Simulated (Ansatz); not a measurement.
Eigenvalues along a path: YTe

```yaml
crystal:
  lattice:
    - [0.00000, 3.04000, 3.04000]
    - [3.04000, 0.00000, 3.04000]
    - [3.04000, 3.04000, 0.00000]
  atoms:
    - { symbol: Y, position: [0.50000, 0.50000, 0.50000] }
    - { symbol: Te, position: [0.00000, 0.00000, 0.00000] }
```

The cell comes from a relaxation on PAW files under the same functional, begun from a database entry that needn't be the ground state.

Computed with Ansatz 0.2.0; functional PBEsol, scalar-relativistic. Settings: a Γ-centred 12×12×12 k mesh, Fermi–Dirac smearing of 0.05 eV, no spin polarisation. Methods: LAPW: all electrons, basis error target 0.5 meV/atom.

Spin–orbit coupling is left out, which matters for the heavy atoms.

Path points, in fractions of the reciprocal vectors: Γ (0.000, 0.000, 0.000), X (0.500, 0.000, 0.500), U (0.625, 0.250, 0.625), K (0.375, 0.375, 0.750), L (0.500, 0.500, 0.500), W (0.500, 0.250, 0.750). The distance column jumps between branches of the path. Levels in eV from the Fermi level; bands 19 to 29, counted from the lowest band of the run. The gap is zero, the pressure 0.00 GPa.

```
# k(1/Å) point b19 b20 b21 b22 b23 b24 b25 b26 b27 b28 b29
0.000 Γ -23.68 -23.68 -23.68 -13.31 -2.20 -2.20 -2.20 -0.29 -0.29 -0.29 0.33
0.148 - -23.68 -23.68 -23.68 -13.25 -2.85 -2.37 -2.37 -0.42 0.01 0.01 0.37
0.295 - -23.70 -23.68 -23.68 -13.08 -3.88 -2.69 -2.69 -0.73 0.48 0.69 0.69
0.443 - -23.72 -23.69 -23.69 -12.86 -4.71 -2.98 -2.98 -1.11 0.66 1.43 1.46
0.591 - -23.75 -23.70 -23.70 -12.67 -5.19 -3.17 -3.17 -1.46 0.86 1.80 2.12
0.738 - -23.77 -23.71 -23.71 -12.54 -5.32 -3.28 -3.28 -1.74 1.06 2.03 2.48
0.886 - -23.78 -23.72 -23.72 -12.49 -5.23 -3.33 -3.33 -1.91 1.21 1.75 2.58
1.033 X -23.79 -23.72 -23.72 -12.48 -5.16 -3.35 -3.35 -1.97 1.27 1.50 2.58
1.086 - -23.79 -23.72 -23.72 -12.47 -5.16 -3.42 -3.36 -1.91 1.30 1.53 2.57
1.138 - -23.78 -23.72 -23.72 -12.46 -5.15 -3.61 -3.40 -1.75 1.40 1.63 2.54
1.190 - -23.78 -23.73 -23.72 -12.44 -5.12 -3.86 -3.47 -1.54 1.55 1.78 2.48
1.242 - -23.78 -23.73 -23.71 -12.41 -5.09 -4.14 -3.55 -1.31 1.76 1.94 2.40
1.294 - -23.78 -23.74 -23.71 -12.38 -5.05 -4.42 -3.64 -1.07 2.01 2.08 2.31
1.347 - -23.77 -23.75 -23.71 -12.35 -5.00 -4.69 -3.73 -0.80 2.17 2.20 2.30
1.399 U -23.77 -23.75 -23.70 -12.31 -4.94 -4.94 -3.82 -0.52 2.07 2.19 2.36
2.032 K -23.77 -23.75 -23.70 -12.31 -4.94 -4.94 -3.82 -0.52 2.07 2.19 2.36
2.188 - -23.77 -23.75 -23.69 -12.25 -5.50 -4.70 -4.03 0.43 1.62 2.02 2.06
2.345 - -23.78 -23.73 -23.68 -12.30 -5.69 -4.37 -4.09 1.13 1.48 1.63 1.70
2.501 - -23.77 -23.71 -23.67 -12.49 -5.43 -3.96 -3.94 0.66 1.13 1.32 1.86
2.658 - -23.74 -23.70 -23.67 -12.77 -4.79 -3.64 -3.43 0.26 0.63 0.94 1.22
2.815 - -23.71 -23.69 -23.67 -13.05 -3.85 -3.13 -2.88 -0.04 0.19 0.43 0.78
2.971 - -23.69 -23.68 -23.67 -13.24 -2.81 -2.53 -2.41 -0.23 -0.15 -0.03 0.50
3.128 Γ -23.68 -23.68 -23.68 -13.31 -2.20 -2.20 -2.20 -0.29 -0.29 -0.29 0.33
3.256 - -23.68 -23.68 -23.68 -13.26 -2.61 -2.40 -2.40 -0.20 -0.20 -0.17 0.60
3.383 - -23.70 -23.68 -23.68 -13.13 -3.45 -2.84 -2.84 -0.03 0.02 0.02 1.27
3.511 - -23.73 -23.68 -23.68 -12.92 -4.35 -3.28 -3.28 0.10 0.33 0.33 2.12
3.639 - -23.77 -23.68 -23.68 -12.67 -5.16 -3.67 -3.67 0.31 0.73 0.73 3.05
3.767 - -23.80 -23.68 -23.68 -12.42 -5.81 -3.95 -3.95 0.64 1.19 1.19 3.27
3.895 - -23.82 -23.68 -23.68 -12.23 -6.25 -4.13 -4.13 1.10 1.60 1.60 2.50
4.023 L -23.82 -23.68 -23.68 -12.15 -6.40 -4.19 -4.19 1.55 1.78 1.78 1.93
4.127 - -23.82 -23.68 -23.68 -12.16 -6.35 -4.22 -4.18 1.34 1.75 1.88 2.08
4.231 - -23.82 -23.69 -23.68 -12.18 -6.21 -4.29 -4.15 1.13 1.49 1.93 2.54
4.336 - -23.80 -23.71 -23.69 -12.21 -5.98 -4.40 -4.12 0.98 1.16 2.03 2.92
4.440 - -23.79 -23.72 -23.70 -12.24 -5.68 -4.51 -4.12 0.88 0.88 2.13 2.97
4.545 - -23.78 -23.74 -23.71 -12.27 -5.34 -4.60 -4.20 0.72 0.83 2.05 2.60
4.649 - -23.76 -23.75 -23.72 -12.29 -4.98 -4.66 -4.38 0.73 0.80 1.69 2.57
4.753 W -23.75 -23.75 -23.72 -12.29 -4.68 -4.68 -4.62 0.79 0.79 1.48 2.59
4.827 - -23.76 -23.75 -23.72 -12.30 -4.82 -4.57 -4.52 0.30 1.26 1.48 2.59
4.901 - -23.77 -23.74 -23.72 -12.33 -4.93 -4.42 -4.33 -0.20 1.46 1.67 2.59
4.975 - -23.77 -23.73 -23.72 -12.37 -5.02 -4.20 -4.11 -0.69 1.43 2.02 2.54
5.049 - -23.78 -23.73 -23.72 -12.41 -5.08 -3.92 -3.88 -1.14 1.40 2.27 2.28
5.123 - -23.78 -23.72 -23.72 -12.44 -5.13 -3.64 -3.64 -1.54 1.37 1.88 2.45
5.196 - -23.79 -23.72 -23.72 -12.47 -5.15 -3.44 -3.43 -1.85 1.32 1.58 2.55
5.270 X -23.79 -23.72 -23.72 -12.48 -5.16 -3.35 -3.35 -1.97 1.27 1.50 2.58
```
